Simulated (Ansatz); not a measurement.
In plane-wave PAW PBE (Ansatz code), BP in the tetragonal phase (P4_2/mnm; B on 4f, P on 4g) relaxes to a = 5.568 Å, c = 3.205 Å. Against the elements it lies at -0.29 eV/atom, with no fitted shifts.

The Kohn–Sham gap is 0.47 eV (indirect). The valence maximum lies at Γ and the conduction minimum on the Γ–Z line, 59 % of the way from Γ (2 equivalent valleys). The electron mass is 0.33, 0.33, 0.48 mₑ (principal values).

An equation-of-state fit gives a bulk modulus of 148 GPa.

The start of the workflow was typed in or built on a structure type; neither database checked (COD, Materials Project) lists it. It is not the phase usual at ambient conditions (space group No. 216). The cell was relaxed with PBE under the symmetry of its start; its stability against distortions is not shown here. The references are the lowest solids computed at this level, not always the standard phases.

Potentials: the earlier of the program's two PAW sets.
